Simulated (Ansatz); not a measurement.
A structure of KTaO3 relaxed with PBEsol (plane waves to 420 eV, PAW, scalar-relativistic; Ansatz, a program for electronic structure); single points at other levels follow on the same geometry (Ansatz, PAW; PBEsol+SOC at 420 eV on a 8×8×8 k-mesh; spin-orbit coupling only where +SOC is written). Space group Pm-3m (No. 221).

KTaO$_{3}$ is modelled in the cubic space group Pm-3m (No. 221), the cubic perovskite structure, Pearson symbol cP5. Cell: a = b = c = 3.985 Å, α = β = γ = 90.00°. K on 1b is surrounded by 12 O at 2.818 Å (cuboctahedral). O on 3d is surrounded by 2 Ta at 1.993 Å and 4 K at 2.818 Å (octahedral). Ta on 1a is coordinated by 6 O at 1.993 Å (octahedral). (Neighbours: up to the widest gap in distance over summed covalent radii, below 1.35, at either atom; cation-cation and far metal-metal contacts left out.)

```json
[
 {"level": "PBEsol", "gap (eV)": "2.14", "kind": "indirect", "conduction minimum": "Γ"},
 {"level": "PBEsol+SOC", "gap (eV)": "___", "kind": "___", "conduction minimum": "___"}
]
```

Some entries are withheld; supply them.


- PBEsol+SOC, gap (eV): 2.00
- PBEsol+SOC, kind: indirect
- PBEsol+SOC, conduction minimum: Γ

The shift from spin-orbit coupling is approximate. No spin polarisation in the result.

The run could not lose the symmetry of its start.
